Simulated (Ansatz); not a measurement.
TiNi:
Space group Pmma (No. 51); a = 4.2051 Å, b = 2.6933 Å, c = 4.5836 Å, α = β = γ = 90.00°

```tsv
atom	site	symmetry	x	y	z
Ti	2f	mm2	0.2500	0.5000	0.7158
Ni	2e	mm2	0.2500	0.0000	0.1815
```

Relaxed with PBEsol.

**Question.** Which orbitals make up the states near the Fermi level in PBEsol in the plane-wave PAW code Ansatz?

**Answer.** Within 0.5 eV of the Fermi level: Ti 3d 64 %, Ni 3d 25 %, outside the projected shells 6 %. Projections are on Löwdin-orthogonalised atomic valence shells; empty p or d shells of many metals are not among them.

**Question.** Tabulate the density of states.

**Answer.** States/eV per cell of 4 atoms, in 0.25 eV bins, energy from the Fermi level.

```csv
E (eV),total,Ni 3d,Ti 3d,Ni 4s
-7.85,0.02,0.00,0.00,0.01
-7.60,0.13,0.00,0.00,0.04
-7.35,0.20,0.00,0.00,0.07
-7.10,0.26,0.00,0.00,0.09
-6.85,0.32,0.00,0.00,0.12
-6.60,0.38,0.00,0.01,0.14
-6.35,0.46,0.01,0.01,0.18
-6.10,0.51,0.01,0.02,0.21
-5.85,0.56,0.02,0.03,0.23
-5.60,0.58,0.02,0.04,0.25
-5.35,0.72,0.04,0.06,0.30
-5.10,0.87,0.08,0.10,0.36
-4.85,1.13,0.15,0.16,0.46
-4.60,1.99,0.44,0.44,0.75
-4.35,2.27,0.62,0.69,0.69
-4.10,1.99,0.61,0.63,0.54
-3.85,3.49,1.80,0.93,0.29
-3.60,6.95,4.28,1.63,0.24
-3.35,7.86,5.45,1.60,0.17
-3.10,6.60,4.99,1.09,0.09
-2.85,8.24,6.56,1.26,0.09
-2.60,8.68,6.92,1.23,0.15
-2.35,8.65,7.00,1.17,0.12
-2.10,10.40,8.69,1.20,0.19
-1.85,10.39,8.78,1.05,0.18
-1.60,8.02,6.55,0.93,0.17
-1.35,3.26,2.01,0.81,0.17
-1.10,3.03,1.31,1.14,0.20
-0.85,3.10,1.08,1.41,0.14
-0.60,3.22,1.03,1.61,0.12
-0.35,3.68,1.01,2.19,0.08
-0.10,4.50,1.16,2.86,0.08
0.15,4.07,1.11,2.50,0.10
0.40,5.46,1.18,3.84,0.09
0.65,4.68,0.95,3.33,0.08
0.90,4.65,0.86,3.38,0.11
1.15,4.53,0.64,3.41,0.12
1.40,3.24,0.38,2.53,0.08
1.65,3.97,0.44,3.22,0.08
1.90,3.61,0.35,2.99,0.09
```

The first step of the workflow began from a Materials Project structure, measured or hypothetical; the Crystallography Open Database copy checked does not list it. COD files the formula under space group No. 11, 147. Whether it is the stable phase at ambient conditions was not checked. The cell was relaxed with PBEsol under the symmetry of its start. At this level the phase is mechanically unstable. No spin polarisation was allowed. Axis ratios of metals converge slowly with the k-mesh, so a and c are less sure than the volume.

Potentials: the later of the program's two PAW sets.
